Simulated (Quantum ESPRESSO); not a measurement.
W3MoS3Se5, finding a planted mistake in a log

Simulated, not a measurement. The program is pw.x of Quantum ESPRESSO 7.5 (plane-wave density functional theory). The cell is made up: 12 atoms on a layered 2H lattice, with randomly drawn elements, strain and displacements, not relaxed. PseudoDojo standard norm-conserving files (v0.5 for PBE, v0.4.1 for LDA and PBEsol) set the functional; there is no spin polarisation, spin-orbit coupling or dispersion term, and the masses in the input are unused placeholders.

Intended input:

```
&control calculation='scf', pseudo_dir='./dojo.nc.sr.pbe.v0_5.standard.upf', outdir='./o', disk_io='low', tprnfor=.true., tstress=.true. /
&system ibrav=0, nat=12, ntyp=4, nbnd=83, ecutwfc=85.99341389, nosym=.true., tot_charge=0,
 occupations='smearing', smearing='fd', degauss=0.0018374661
/
&electrons conv_thr=7.350e-09, electron_maxstep=60, /
ATOMIC_SPECIES
Mo 1.0 Mo.upf
S 1.0 S.upf
Se 1.0 Se.upf
W 1.0 W.upf
CELL_PARAMETERS angstrom
3.2389 0.0 0.0
0.0 5.61 0.0
0.0 0.0 12.9234
ATOMIC_POSITIONS angstrom
W 0.0418 1.7837 3.2786
Mo 1.5726 0.891 9.689
W 1.623 4.7373 3.215
W -0.0312 3.7677 9.7096
S -0.0632 1.7608 8.0666
Se 0.011 1.9237 11.3766
S 1.7586 0.928 1.6169
Se 1.6332 0.7474 4.7894
Se 1.5418 4.6781 8.122
S 1.6397 4.7025 11.3932
Se 0.0804 3.7523 1.6557
Se 0.0768 3.6837 4.866
K_POINTS automatic
7 4 2 1 1 1
```

The log is shortened where brackets say so; the opening notice, blank lines, dates and the lines on written files are dropped, and the path of the files is cut. It prints rydbergs, bohrs and kilobars, and counts compression as positive stress. Where no state is partly filled, the Fermi energy that it prints is only some level between the filled and the empty states on the mesh, and need not lie in the true gap.

Log of the intended run:

```
     Program PWSCF v.7.5
     Parallel version (MPI & OpenMP), running on       4 processor cores
     Number of MPI processes:                 4
     Threads/MPI process:                     1
     [start-up lines left out]
     bravais-lattice index     =            0
     lattice parameter (alat)  =       6.1206  a.u.
     unit-cell volume          =    1584.6516 (a.u.)^3
     number of atoms/cell      =           12
     number of atomic types    =            4
     number of electrons       =       154.00
     number of Kohn-Sham states=           83
     kinetic-energy cutoff     =      85.9934  Ry
     charge density cutoff     =     343.9737  Ry
     scf convergence threshold =      7.3E-09
     mixing beta               =       0.7000
     number of iterations used =            8  plain     mixing
     Exchange-correlation= PBE
                           (   1   4   3   4   0   0   0)
     [axes and pseudopotential details left out]
   Cartesian axes
     site n.     atom                  positions (alat units)
         1        W      tau(   1) = (   0.0129056   0.5507117   1.0122572  )
         2        Mo     tau(   2) = (   0.4855352   0.2750934   2.9914477  )
         3        W      tau(   3) = (   0.5010961   1.4626262   0.9926210  )
         4        W      tau(   4) = (  -0.0096329   1.1632653   2.9978079  )
         5        S      tau(   5) = (  -0.0195128   0.5436414   2.4905369  )
         6        Se     tau(   6) = (   0.0033962   0.5939362   3.5124888  )
         7        S      tau(   7) = (   0.5429621   0.2865170   0.4992127  )
         8        Se     tau(   8) = (   0.5042453   0.2307574   1.4787119  )
         9        Se     tau(   9) = (   0.4760258   1.4443484   2.5076415  )
        10        S      tau(  10) = (   0.5062521   1.4518818   3.5176140  )
        11        Se     tau(  11) = (   0.0248232   1.1585106   0.5111921  )
        12        Se     tau(  12) = (   0.0237118   1.1373306   1.5023619  )
     number of k points=    28  Fermi-Dirac smearing, width (Ry)=  0.0018
                       cart. coord. in units 2pi/alat
        k(    1) = (   0.0714286   0.0721680   0.0626557), wk =   0.0714286
        k(    2) = (   0.0714286   0.0721680  -0.0626557), wk =   0.0714286
     [further k points left out]
     Dense  grid:   170699 G-vectors     FFT dimensions: (  40,  64, 150)
     Estimated max dynamical RAM per process >     537.16 MB
     Estimated total dynamical RAM >       1.98 GB
     Initial potential from superposition of free atoms
     starting charge     153.9966, renormalised to     154.0000
     Starting wfcs are   97 randomized atomic wfcs
     total cpu time spent up to now is        8.9 secs
     per-process dynamical memory:   387.4 Mb
     Self-consistent Calculation
     iteration #  1     ecut=    85.99 Ry     beta= 0.70
     Davidson diagonalization with overlap
     ethr =  1.00E-02,  avg # of iterations =  2.0
     Threshold (ethr) on eigenvalues was too large:
     Diagonalizing with lowered threshold
     Davidson diagonalization with overlap
     ethr =  4.57E-04,  avg # of iterations =  2.2
     total cpu time spent up to now is       47.9 secs
     total energy              =   -1874.13261971 Ry
     estimated scf accuracy    <       0.74752877 Ry
     iteration #  2     ecut=    85.99 Ry     beta= 0.70
     Davidson diagonalization with overlap
     ethr =  4.85E-04,  avg # of iterations =  9.1
     total cpu time spent up to now is       77.9 secs
     total energy              =   -1872.52255571 Ry
     estimated scf accuracy    <      20.87328321 Ry
     [iterations 3 to 21 left out]
     iteration # 22     ecut=    85.99 Ry     beta= 0.70
     Davidson diagonalization with overlap
     ethr =  2.21E-11,  avg # of iterations =  5.3
     total cpu time spent up to now is      533.8 secs
     total energy              =   -1874.52595277 Ry
     estimated scf accuracy    <       0.00000002 Ry
     iteration # 23     ecut=    85.99 Ry     beta= 0.70
     Davidson diagonalization with overlap
     ethr =  1.33E-11,  avg # of iterations =  2.0
     total cpu time spent up to now is      551.1 secs
     End of self-consistent calculation
     [lines on levels left out]
     the Fermi energy is    12.8459 ev
!    total energy              =   -1874.52595277 Ry
     estimated scf accuracy    <          2.7E-09 Ry
     smearing contrib. (-TS)   =      -0.00000000 Ry
     internal energy E=F+TS    =   -1874.52595277 Ry
     The total energy is F=E-TS. E is the sum of the following terms:
     one-electron contribution =   -1066.67355948 Ry
     hartree contribution      =     585.46790886 Ry
     xc contribution           =    -381.57812900 Ry
     ewald contribution        =   -1011.74217315 Ry
     convergence has been achieved in  23 iterations
     Forces acting on atoms (cartesian axes, Ry/au):
     atom    1 type  4   force =     0.01416648    0.01488655   -0.10895468
     atom    2 type  1   force =     0.01600222    0.05174183    0.04243552
     atom    3 type  4   force =     0.07060359   -0.12227584   -0.07981276
     atom    4 type  4   force =    -0.01082153   -0.03931683    0.06585608
     atom    5 type  2   force =     0.00496635    0.04005271    0.05044339
     atom    6 type  3   force =    -0.01582961   -0.02689176    0.00311349
     atom    7 type  2   force =    -0.03457959    0.01011268    0.02384985
     atom    8 type  3   force =     0.01304529    0.12145172    0.19024199
     atom    9 type  3   force =     0.02099019   -0.02157357   -0.09316135
     atom   10 type  2   force =    -0.01382627   -0.00432281   -0.06905724
     atom   11 type  3   force =    -0.03586573   -0.02845602   -0.06900486
     atom   12 type  3   force =    -0.02885139    0.00459134    0.04405057
     Total force =     0.362885     Total SCF correction =     0.000434
     Computing stress (Cartesian axis) and pressure
          total   stress  (Ry/bohr**3)                   (kbar)     P=       71.37
   0.00034446   0.00004295  -0.00000681           50.67        6.32       -1.00
   0.00004295   0.00051383   0.00017112            6.32       75.59       25.17
  -0.00000681   0.00017112   0.00059723           -1.00       25.17       87.86
     init_run     :      8.31s CPU      8.63s WALL (       1 calls)
     electrons    :    533.89s CPU    542.26s WALL (       1 calls)
     forces       :      4.17s CPU      4.24s WALL (       1 calls)
     stress       :     13.42s CPU     13.82s WALL (       1 calls)
     [timing details left out]
     PWSCF        :   9m20.12s CPU   9m29.54s WALL
     JOB DONE.
```

A second run was made from an input with one planted mistake. Its log:

```
     Program PWSCF v.7.5
     Parallel version (MPI & OpenMP), running on       4 processor cores
     Number of MPI processes:                 4
     Threads/MPI process:                     1
     [start-up lines left out]
     bravais-lattice index     =            0
     lattice parameter (alat)  =       6.1206  a.u.
     unit-cell volume          =    1584.6516 (a.u.)^3
     number of atoms/cell      =           12
     number of atomic types    =            4
     number of electrons       =       154.00
     number of Kohn-Sham states=          101
     kinetic-energy cutoff     =      85.9934  Ry
     charge density cutoff     =     343.9737  Ry
     scf convergence threshold =      7.3E-09
     mixing beta               =       0.7000
     number of iterations used =            8  plain     mixing
     Exchange-correlation= PBE
                           (   1   4   3   4   0   0   0)
     [axes and pseudopotential details left out]
   Cartesian axes
     site n.     atom                  positions (alat units)
         1        W      tau(   1) = (   0.0129056   0.5507117   1.0122572  )
         2        Mo     tau(   2) = (   0.4855352   0.2750934   2.9914477  )
         3        W      tau(   3) = (   0.5010961   1.4626262   0.9926210  )
         4        W      tau(   4) = (  -0.0096329   1.1632653   2.9978079  )
         5        S      tau(   5) = (  -0.0195128   0.5436414   2.4905369  )
         6        Se     tau(   6) = (   0.0033962   0.5939362   3.5124888  )
         7        S      tau(   7) = (   0.5429621   0.2865170   0.4992127  )
         8        Se     tau(   8) = (   0.5042453   0.2307574   1.4787119  )
         9        Se     tau(   9) = (   0.4760258   1.4443484   2.5076415  )
        10        S      tau(  10) = (   0.5062521   1.4518818   3.5176140  )
        11        Se     tau(  11) = (   0.0248232   1.1585106   0.5111921  )
        12        Se     tau(  12) = (   0.0237118   1.1373306   1.5023619  )
     number of k points=    28  Fermi-Dirac smearing, width (Ry)=  0.0345
                       cart. coord. in units 2pi/alat
        k(    1) = (   0.0714286   0.0721680   0.0626557), wk =   0.0714286
        k(    2) = (   0.0714286   0.0721680  -0.0626557), wk =   0.0714286
     [further k points left out]
     Dense  grid:   170699 G-vectors     FFT dimensions: (  40,  64, 150)
     Estimated max dynamical RAM per process >     608.17 MB
     Estimated total dynamical RAM >       2.25 GB
     Initial potential from superposition of free atoms
     starting charge     153.9966, renormalised to     154.0000
     Starting wfcs are   97 randomized atomic wfcs +    4 random wfcs
     total cpu time spent up to now is       10.6 secs
     per-process dynamical memory:   435.6 Mb
     Self-consistent Calculation
     iteration #  1     ecut=    85.99 Ry     beta= 0.70
     Davidson diagonalization with overlap
     ethr =  1.00E-02,  avg # of iterations =  6.2
     Threshold (ethr) on eigenvalues was too large:
     Diagonalizing with lowered threshold
     Davidson diagonalization with overlap
     ethr =  5.20E-04,  avg # of iterations =  3.0
     total cpu time spent up to now is       65.8 secs
     total energy              =   -1874.10567681 Ry
     estimated scf accuracy    <       0.83114347 Ry
     iteration #  2     ecut=    85.99 Ry     beta= 0.70
     Davidson diagonalization with overlap
     ethr =  5.40E-04,  avg # of iterations =  8.1
     total cpu time spent up to now is       96.7 secs
     total energy              =   -1871.27580397 Ry
     estimated scf accuracy    <      56.26056118 Ry
     [iterations 3 to 17 left out]
     iteration # 18     ecut=    85.99 Ry     beta= 0.70
     Davidson diagonalization with overlap
     ethr =  6.57E-11,  avg # of iterations =  2.0
     total cpu time spent up to now is      478.3 secs
     total energy              =   -1874.57534518 Ry
     estimated scf accuracy    <       0.00000002 Ry
     iteration # 19     ecut=    85.99 Ry     beta= 0.70
     Davidson diagonalization with overlap
     ethr =  1.47E-11,  avg # of iterations =  2.0
     total cpu time spent up to now is      502.8 secs
     End of self-consistent calculation
     [lines on levels left out]
     the Fermi energy is    12.7172 ev
!    total energy              =   -1874.57534519 Ry
     estimated scf accuracy    <          6.7E-10 Ry
     smearing contrib. (-TS)   =      -0.18209778 Ry
     internal energy E=F+TS    =   -1874.39324741 Ry
     The total energy is F=E-TS. E is the sum of the following terms:
     one-electron contribution =   -1066.46902309 Ry
     hartree contribution      =     585.41024613 Ry
     xc contribution           =    -381.59229730 Ry
     ewald contribution        =   -1011.74217315 Ry
     convergence has been achieved in  19 iterations
     Forces acting on atoms (cartesian axes, Ry/au):
     atom    1 type  4   force =     0.01324902    0.00612140   -0.10202301
     atom    2 type  1   force =     0.01400823    0.04387506    0.03539865
     atom    3 type  4   force =     0.06600464   -0.10751158   -0.07873121
     atom    4 type  4   force =    -0.01043981   -0.03191633    0.06124024
     atom    5 type  2   force =     0.00437943    0.03869832    0.04386762
     atom    6 type  3   force =    -0.01392144   -0.02308339    0.01303673
     atom    7 type  2   force =    -0.03173978    0.01065724    0.01638106
     atom    8 type  3   force =     0.01219395    0.11888779    0.19092381
     atom    9 type  3   force =     0.01949758   -0.02262165   -0.09469248
     atom   10 type  2   force =    -0.01224461   -0.00523510   -0.05968147
     atom   11 type  3   force =    -0.03370812   -0.02888934   -0.07285489
     atom   12 type  3   force =    -0.02727908    0.00101757    0.04713494
     Total force =     0.348272     Total SCF correction =     0.000166
     Computing stress (Cartesian axis) and pressure
          total   stress  (Ry/bohr**3)                   (kbar)     P=       84.06
   0.00043704   0.00004462  -0.00000403           64.29        6.56       -0.59
   0.00004462   0.00061358   0.00016915            6.56       90.26       24.88
  -0.00000403   0.00016915   0.00066358           -0.59       24.88       97.62
     init_run     :     10.10s CPU     10.46s WALL (       1 calls)
     electrons    :    483.76s CPU    492.35s WALL (       1 calls)
     forces       :      5.72s CPU      5.78s WALL (       1 calls)
     stress       :     17.89s CPU     18.20s WALL (       1 calls)
     [timing details left out]
     PWSCF        :   8m37.73s CPU   8m47.18s WALL
     JOB DONE.
```

Question: what was wrong in the second input?

Answer: the smearing is too wide. The input lines that differ, file-writing options aside:

```
- &system ibrav=0, nat=12, ntyp=4, nbnd=83, ecutwfc=85.99341389, nosym=.true., tot_charge=0,
+ &system ibrav=0, nat=12, ntyp=4, nbnd=101, ecutwfc=85.99341389, nosym=.true., tot_charge=0,
-  occupations='smearing', smearing='fd', degauss=0.0018374661
+  occupations='smearing', smearing='fd', degauss=0.0345443628
```

|  | intended run | run with the mistake |
| --- | --- | --- |
| free energy (eV) | -25504.225 | -25504.897 |
| smearing term -TS (eV) | 0.0000 | -2.4776 |
| pressure (GPa) | 7.14 | 8.41 |
| largest force component (eV/Å) | 4.891 | 4.909 |
| largest change of a force component (eV/Å) |  | 0.380 |
| iterations | 23 | 19 |

For scale, a rerun of the intended cell at a cutoff of 1467 eV and k mesh 9 x 6 x 4 moved values by no more than 0.004 eV in energy, 0.03 GPa in stress and 0.008 eV/Å in force. The number of bands, nbnd, was set by rule from the electron count and the smearing, so it follows the mistake.